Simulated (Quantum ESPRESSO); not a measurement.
## One change at a time to Ag2GaLi2Rh2Ru

Calculated results; nothing here was measured. They come from Quantum ESPRESSO 7.5, a public plane-wave density functional program. Each row is one single-point run on a made-up periodic cell of eight metal atoms, with elements, volume, strain and displacements drawn at random and not relaxed, so a cell may be unstable or far from any real phase. There is no spin polarisation or spin-orbit coupling.

Settings: PBE unless stated; PseudoDojo standard norm-conserving files; Fermi-Dirac width 0.25 eV, which means electrons at about 2900 K; cutoff 1197 eV; 5 x 5 x 5 k mesh shifted half a step off Gamma. E is the free energy of the whole cell (internal energy minus TS), so a -TS column is already part of it. Stress is positive in tension, and the pressure P is minus a third of its trace.

Checks: one run of this series was repeated at a higher cutoff and on a denser mesh, which moved values by no more than 0.005 eV, 0.08 GPa and 0.007 eV/Å, and a second program with other atomic files agreed on it to 2 % rms in force and 0.5 GPa in pressure. Known limits: a spin test at this wide smearing found no moment, but such smearing suppresses magnetism that the real alloy may have.

The lattice is hexagonal close-packed, and the cell vectors in Å are (0.009, -0.028, 4.626); (5.776, -0.076, 0.011); (-2.954, 5.063, -0.035), a volume of 134.23 Å³ in run 1. The elements on sites 1 to 8 are Ag Ag Rh Ga Li Rh Ru Li. Each later run makes one change to run 1 and keeps the rest. E is counted from run 1, and is n/a where other atomic files have another zero of energy.

```
run                           change  V (Å³)  P (GPa)  -TS (eV)  rms force (eV/Å)  largest change of a force component (eV/Å)  E (eV)
  1                             none  134.23    -4.42    -1.407             1.236                                       0.000   0.000
  2          sites 5 and 7 exchanged  134.23    -5.49    -1.723             1.193                                       1.067   0.691
  3    all lengths scaled by +0.79 %  137.44    -6.18    -1.445             1.122                                       0.379   0.106
  4           PBEsol in place of PBE  134.23    -9.23    -1.407             1.147                                       0.342     n/a
  5  site 6 moved by -0.17 Å along y  134.23    -4.18    -1.399             1.231                                       0.444       ?
```

## Worked estimate

Along the move dE = -F dx. The force on site 6 along y is -0.168 eV/Å in run 1 and 0.276 eV/Å in run 5, and the move is -0.17 Å, so the mean force times the move gives an estimate.

## Withheld value

Question: what E should run 5 give?

The estimate is 0.009 eV. The calculation gave 0.007 eV.
